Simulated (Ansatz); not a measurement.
# Bi, first-principles data

Bi:
```xyz
1
Lattice="0.0000 2.5036 2.5036 2.5036 0.0000 2.5036 2.5036 2.5036 0.0000" Properties=species:S:1:pos:R:3 pbc="T T T"
Bi     0.0000     0.0000     0.0000
```

Space group Fm-3m (No. 225), fcc (Cu type); conventional cell a = b = c = 5.0071 Å, α = β = γ = 90.00°.

Method: r²SCAN (plane waves, PAW; program Ansatz). Geometry: relaxed at this level of theory. Other levels are named where they apply.

**Cell and energy**

```json
{
 "volume_per_atom": "31.38 Å³",
 "density": "11.06 g/cm³"
}
```

**Electronic structure**

```json
{
  "electronic_character": "metallic (no gap)",
  "Density of states at the Fermi level": "0.70 states/eV per atom (mean over ±0.08 eV)",
  "Gap with spin–orbit coupling": "none (metallic)"
}
```

**Mechanics**

```json
{
 "Bulk modulus (Birch–Murnaghan fit)": "54.3 GPa",
 "Pressure derivative B′": "4.7",
 "Elastic constants (relaxed ions, GPa)": "C11 = 41.2, C12 = 60.8, C44 = 1.1",
 "mechanical_stability": "unstable (C has a negative eigenvalue)"
}
```

The start of the workflow was typed in or built on a structure type; neither database checked (COD, Materials Project) lists it. It is not the phase usual at ambient conditions (space group No. 166). The r²SCAN relaxation kept the symmetry of its start. As this level gives no gap, shear constants depend on the k-mesh and smearing (Fermi–Dirac, 0.1 eV here). Spin–orbit coupling is left out wherever it is not named.

Potentials: the later of the program's two PAW sets.
